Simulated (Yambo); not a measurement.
Yambo run on RbHgF3 (cubic perovskite, space group Pm-3m, No. 221). The wavefunctions are PBEsol (Quantum ESPRESSO, PseudoDojo norm-conserving, 84 Ry, no spin-orbit coupling) ones on a 4×4×4 mesh (25 occupied bands); a = b = c = 4.5492 Å, α = β = γ = 90.00°.

Yambo input:

```
rim_cut
gw0
dyson
el_el_corr
HF_and_locXC
ppa
em1d
RandQpts= 1000000
RandGvec= 1 Ry
EXXRLvcs= 84 Ry
VXCRLvcs= 336 Ry
Chimod= "HARTREE"
% BndsRnXp
 5 | 143 |
%
NGsBlkXp= 1 Ry
% LongDrXp
 1.0 | 1.0 | 1.0 |
%
PPAPntXp= 27.2114 eV
% GbndRnge
 1 | 143 |
%
GTermKind= "BG"
DysSolver= "n"
ExtendOut
% QPkrange
 1 | 1 | 25 | 26 |
 10 | 10 | 25 | 25 |
%
```

k points by index: 1 = Γ, 10 = R.

Table of the .qp output:

```
#    K-point    Band    Eo [eV]    E [eV]    E-Eo [eV]    Vxc [eV]    Vnlxc [eV]    Sc|Eo [eV]    Sc|E [eV]    dSc/dw|Eo [eV]    Re(Z)    Im(Z)
#
    1    25    -2.405952    -5.237288    -2.831337    -21.70748    -29.47420    4.308047    4.935392    -6.028658    0.818628    -0.001875
    1    26    0.456919    1.556342    1.099423    -13.16700    -9.067087    -2.829298    -3.000488    -4.236764    0.865277    -0.871101E-3
    10    25    0.000000    -1.908982    -1.908982    -24.84565    -30.46454    3.364885    3.709912    -4.917837    0.846934    -0.001090
```
(The two width columns are left out.) Convergence of these settings isn't established.

Geometry of the Materials Project entry, not relaxed at this level.
